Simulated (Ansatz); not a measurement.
AlNi3 in space group Fm-3m (No. 225; Al on 4b, Ni on 8c, Ni on 4a) under volume change, DFT-r²SCAN in the program Ansatz with PAW potentials, scaled uniformly.

```json
[
 {"V (Å³/atom)": "10.008", "E − E(relaxed) (meV/atom)": "66.4", "P (GPa)": "23.45"},
 {"V (Å³/atom)": "10.338", "E − E(relaxed) (meV/atom)": "27.8", "P (GPa)": "14.30"},
 {"V (Å³/atom)": "10.668", "E − E(relaxed) (meV/atom)": "6.6", "P (GPa)": "6.55"},
 {"V (Å³/atom)": "10.998", "E − E(relaxed) (meV/atom)": "0.0", "P (GPa)": "0.00"},
 {"V (Å³/atom)": "11.328", "E − E(relaxed) (meV/atom)": "5.9", "P (GPa)": "-5.55"},
 {"V (Å³/atom)": "11.658", "E − E(relaxed) (meV/atom)": "22.3", "P (GPa)": "-10.25"},
 {"V (Å³/atom)": "11.988", "E − E(relaxed) (meV/atom)": "47.6", "P (GPa)": "-14.22"}
]
```

Question: What does a third-order Birch–Murnaghan fit give for V₀, B₀ and B′?

Answer: V₀ = 11.00 Å³/atom, B₀ = 201 GPa, B′ = 4.5.

The first step of the workflow began from a Materials Project structure, measured or hypothetical; the Crystallography Open Database copy checked does not list it. With Al and Ni taken as one species the cell has the higher symmetry Im-3m, so it may be an ordered model of a mixed-site phase. It is not the phase usual at ambient conditions (space group No. 221). Symmetry was held in the r²SCAN relaxation. At this level the phase is mechanically unstable. No spin polarisation was allowed.

Potentials: the later of the program's two PAW sets.
